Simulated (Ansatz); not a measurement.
This is a relaxation of cell and atoms with the PAW code Ansatz on AlGa2P3, ordered on the zincblende lattice (P3m1) with 6 atoms a cell; the level of theory is r2SCAN. It starts from the PBE minimum.

```yaml
crystal:
  lattice:
    - [3.894529161, 0.0, 0.0]
    - [-1.9472645805, 3.3727611892, 0.0]
    - [0.0, 0.0, 9.5368295444]
  atoms:
    - { symbol: Al, position: [0.0, 0.0, -0.0002745546] }
    - { symbol: Ga, position: [0.6666666667, 0.3333333333, 0.6665956227] }
    - { symbol: Ga, position: [0.3333333333, 0.6666666667, 0.333459968] }
    - { symbol: P, position: [0.6666666667, 0.3333333333, 0.9173358412] }
    - { symbol: P, position: [0.3333333333, 0.6666666667, 0.5832757788] }
    - { symbol: P, position: [0.0, 0.0, 0.2496073438] }
kpoints:
  mp_grid: { grid: [12, 12, 4] }
hamiltonian:
  xc: r2scan
scf:
  occupations: { method: fermi_dirac, width: 0.02 }
relax:
  f_tol: 0.005
  cell: {}
```

The trajectory has 4 recorded frames, each with fractional positions and then forces in eV/Å along x, y and z. Some frames, the last among them, repeat a geometry solved again on a basis re-selected at its cell; pressure is positive in compression.

Step 1: energy 0.0 meV/atom from step 1, largest force component 0.064 eV/Å, pressure -2.10 GPa; a = 3.895 Å, b = 3.895 Å, c = 9.537 Å, α = 90.00°, β = 90.00°, γ = 120.00°
```
Al 0.0000 0.0000 0.9997     0.000   0.000  -0.015
Ga 0.6667 0.3333 0.6666     0.000   0.000  -0.003
Ga 0.3333 0.6667 0.3335     0.000   0.000   0.017
P  0.6667 0.3333 0.9173     0.000   0.000  -0.059
P  0.3333 0.6667 0.5833     0.000   0.000  -0.003
P  0.0000 0.0000 0.2496     0.000   0.000   0.064
```

**Question.** Estimate where the relaxation ends.

**Answer.**
Step 2: energy -3.5 meV/atom from step 1, largest force component 0.012 eV/Å, pressure -0.43 GPa; a = 3.868 Å, b = 3.868 Å, c = 9.473 Å, α = 90.00°, β = 90.00°, γ = 120.00°
```
Al 0.0000 0.0000 0.9997     0.000   0.000  -0.010
Ga 0.6667 0.3333 0.6662     0.000   0.000   0.010
Ga 0.3333 0.6667 0.3338     0.000   0.000   0.003
P  0.6667 0.3333 0.9167     0.000   0.000  -0.005
P  0.3333 0.6667 0.5834     0.000   0.000  -0.010
P  0.0000 0.0000 0.2502     0.000   0.000   0.012
```

Step 3: energy -3.6 meV/atom from step 1, largest force component 0.004 eV/Å, pressure +0.02 GPa; a = 3.861 Å, b = 3.861 Å, c = 9.459 Å, α = 90.00°, β = 90.00°, γ = 120.00°
```
Al 0.0000 0.0000 0.9997     0.000   0.000   0.002
Ga 0.6667 0.3333 0.6663     0.000   0.000  -0.004
Ga 0.3333 0.6667 0.3339     0.000   0.000   0.000
P  0.6667 0.3333 0.9166     0.000   0.000  -0.003
P  0.3333 0.6667 0.5833     0.000   0.000   0.004
P  0.0000 0.0000 0.2502     0.000   0.000   0.001
```

Step 4: energy -3.5 meV/atom from step 1, largest force component 0.004 eV/Å, pressure +0.02 GPa; a = 3.861 Å, b = 3.861 Å, c = 9.459 Å, α = 90.00°, β = 90.00°, γ = 120.00°
```
Al 0.0000 0.0000 0.9997     0.000   0.000   0.002
Ga 0.6667 0.3333 0.6663     0.000   0.000  -0.004
Ga 0.3333 0.6667 0.3339     0.000   0.000   0.000
P  0.6667 0.3333 0.9166     0.000   0.000  -0.003
P  0.3333 0.6667 0.5833     0.000   0.000   0.004
P  0.0000 0.0000 0.2502     0.000   0.000   0.001
```

In 3 steps the volume changed by -2.5 %; between the first SCF and the last, each on a basis chosen for its cell, the energy fell by 3.5 meV an atom. Final cell: the symmetry is P3m1 (No. 156, trigonal); conventional cell a = 3.861 Å, c = 9.459 Å, 20.36 Å³ an atom. Al has 4 P at 2.36–2.37 Å; Ga has 4 P at 2.36–2.37 Å; P has 3 Al at 2.36 Å and 1 Ga at 2.37 Å; P has 4 Ga at 2.36 Å; P has 3 Ga at 2.37 Å and 1 Al at 2.37 Å.

Command: `ansatz run input.yaml --threads 4 --pin off --max-ram 6451MiB --backend cpu --events-out ev --progress --plain --runs-dir out`. Wall time 26 s on 4 threads of INTEL(R) XEON(R) PLATINUM 8581C CPU @ 2.10GHz (Emerald Rapids), on a shared host, load about 0.2 per core; peak host memory 0.82 GiB.

All values are calculated for a non-magnetic cell, which may be hypothetical.
